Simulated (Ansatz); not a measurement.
A scan (energy against volume; even scaling of the relaxed cell, symmetry kept) gave these values. Level of theory: PBE (plane waves to 420 eV, PAW, scalar-relativistic; Ansatz, a quantum-chemistry and plane-wave program).

- Bulk modulus at fixed cell shape B₀ (third-order Birch-Murnaghan fit) = 213 GPa
- Pressure derivative B₀′ (fit) = 4.7
- Equilibrium volume of the fit = 10.65 Å³/atom

**Question.** Of these crystals, all scanned alike, which one is it?
A) TiSi₂ (C54 type, space group Fddd)
B) Zr (hcp, Mg type)
C) TiO₂ (rutile)

**Answer.** C, TiO₂ (rutile). The others have, for the bulk modulus at fixed cell shape: TiSi2 143 GPa, Zr 93.8 GPa

All were relaxed with their symmetry unable to fall. The PAW data are Ansatz's earlier set. TiO2 is run without spin polarisation. TiSi2 is run without spin polarisation. Zr is run without spin polarisation. With the shape held, the modulus is that of even scaling; a crystal free to change shape is softer.

(A scan under strain: stresses follow from slopes of the energy per volume, elastic moduli from its curvatures.)
